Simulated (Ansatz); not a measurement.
# MgMnCd₆O₈ — quadrupolar parameters

The cell is a computed structure from the Materials Project (it need not be an observed phase), atoms as given.

```cif
data_MgMnCd6O8
_symmetry_space_group_name_H-M 'Fm-3m'
_symmetry_Int_Tables_number 225
_cell_length_a 9.4215
_cell_length_b 9.4215
_cell_length_c 9.4215
_cell_angle_alpha 90.000
_cell_angle_beta 90.000
_cell_angle_gamma 90.000
loop_
_atom_site_label
_atom_site_type_symbol
_atom_site_symmetry_multiplicity
_atom_site_Wyckoff_symbol
_atom_site_fract_x
_atom_site_fract_y
_atom_site_fract_z
Mg Mg 4 b 0.5000 0.5000 0.5000
Mn Mn 4 a 0.0000 0.0000 0.0000
Cd Cd 24 d 0.0000 0.2500 0.2500
O9 O 24 e 0.2550 0.5000 0.5000
O10 O 8 c 0.2500 0.2500 0.2500
```

One atom of each set is listed; the run and its k-mesh use a cell of 16 atoms with edges of 6.66, 6.66, 6.66 Å.

Computed with Ansatz: DFT, r2SCAN, plane waves and PAW, scalar-relativistic, collinear spin, 500 eV cutoff, Γ-centred 6×6×6 k-points, Fermi–Dirac smearing 0.05 eV. Start moments as typed (μB): 5 on each Mn, none on the rest.

C_Q = eQV_zz/h, which is 24.18 MHz for Q = 1 b and V_zz = 10²¹ V/m²; η = (V_xx − V_yy)/V_zz.

²⁵Mg: I = 5/2, Q = 199.4 mb; ⁵⁵Mn: I = 5/2, Q = 330.0 mb; ¹⁷O: I = 5/2, Q = -25.58 mb. Nuclear quadrupole moments: year-2017 set (Pyykkö).

Question: What field gradients does the calculation give at each kind of site?

Answer: 

```json
{"site": "Mg", "atoms": "1", "first shell": "6 O at 2.31 Å", "V_zz (10²¹ V/m²)": "0.00", "η": "–", "C_Q (MHz)": "0"}
{"site": "Mn", "atoms": "1", "first shell": "6 O at 2.40 Å", "V_zz (10²¹ V/m²)": "0.00", "η": "–", "C_Q (MHz)": "0"}
{"site": "Cd", "atoms": "6", "first shell": "6 O at 2.36 Å", "V_zz (10²¹ V/m²)": "-0.82", "η": "0.74", "C_Q (MHz)": "–"}
{"site": "O9", "atoms": "6", "first shell": "1 Mg at 2.31 Å, 4 Cd at 2.36 Å, 1 Mn at 2.40 Å", "V_zz (10²¹ V/m²)": "-1.07", "η": "0.00", "C_Q (MHz)": "0.661"}
{"site": "O10", "atoms": "2", "first shell": "6 Cd at 2.36 Å", "V_zz (10²¹ V/m²)": "0.00", "η": "–", "C_Q (MHz)": "0"}
```

An axis of threefold or higher order runs through O9, so V_zz lies along it and η is zero. Mg, Mn and O10 sit on a cubic site, where every gradient vanishes.

Cd has no stable isotope with a ground-state quadrupole moment in the table, so no C_Q is given.

At this cell the r2SCAN pressure is -7 GPa, so with r2SCAN the cell would shrink if it were relaxed. The entry's cell may itself be off. The program didn't check the stability of this electronic state in full, so a lower one may lie near. Without spin–orbit coupling (the program notes it for Cd) the gradients can shift somewhat, as the gap is small. With a gap of 0.19 eV under a smearing of 0.05 eV the band edges are partly filled, so small gradients can hang on the smearing and the k-mesh. All moments are parallel here, as the start or the cell imposes; many such compounds order antiparallel, where fields and spin densities carried over to other atoms largely cancel. The magnetic order is the one that the run reached from its start moments, not necessarily the measured one.

The run took 3.8 min of wall time (3.8 min of CPU time) and 1.6 GiB at its peak, on 1 thread of Arm Neoverse V2 (aarch64; 28 cores open to the job, memory cap 3.0 GiB, no GPU), a shared host with a load of 0.9 a core.
